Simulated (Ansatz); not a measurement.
ZrS₂ (CdI2 type)

```yaml
crystal:
  lattice:
    - [3.57813, 0.00000, 0.00000]
    - [-1.78907, 3.09875, 0.00000]
    - [0.00000, 0.00000, 5.54076]
  atoms:
    - { symbol: Zr, position: [0.00000, 0.00000, 0.00000] }
    - { symbol: S, position: [0.33333, 0.66667, 0.26469] }
    - { symbol: S, position: [0.66667, 0.33333, 0.73531] }
```

This relaxed cell (volume V₀) is scaled evenly in all directions, its shape held. The atoms relax within the cell's symmetry.

These are PBEsol-D3(BJ) (plane waves to 420 eV, PAW, scalar-relativistic; Ansatz, a first-principles code) values and carry that method's errors. k mesh 11×11×6 (Γ-centred), Fermi-Dirac smearing 0.05 eV. Energies are smeared free energies. Stress and pressure are positive under compression. With the shape held, the modulus is that of even scaling; a crystal free to change shape is softer. ZrS2 is run without spin polarisation. ZrS2 was relaxed with its symmetry unable to fall. The zero of ΔE is the relaxed starting cell. The last digit holds for this mesh only.

```
V (Å³/atom)  ΔE (meV/atom)
-----------  -------------
18.430                39.8
18.772                26.8
19.113                16.6
19.454            withheld
19.796                 3.9
20.137                 0.9
20.478                 0.0
20.820                 0.9
21.161                 3.5
21.502                 7.6
21.843                13.1
22.185                19.8
22.526                27.7
```

Fit a third-order Birch-Murnaghan form (E₀, V₀, B₀, B₀′ free) to the given rows and predict ΔE at V = 19.454.

Least squares on the 12 given rows: ΔE = E₀ + (9V₀B₀/16)·y²·[2 + (B₀′ − 4)y], y = (V₀/V)^(2/3) − 1, with V₀ = 20.477 Å³/atom, B₀ = 51.50 GPa (160.2 GPa = 1 eV/Å³; the term in eV is multiplied by 1000), B₀′ = 4.46, E₀ = 0.02 meV/atom; root-mean-square residual 0.04 meV/atom. At 19.454 the fit gives 9.0 meV/atom; the calculation gives 9.0 meV/atom, the same to the digits shown. For the pressure the fit gives 3.0 GPa against the computed 3.0 GPa.

(A scan under strain: stresses follow from slopes of the energy per volume, elastic moduli from its curvatures.)
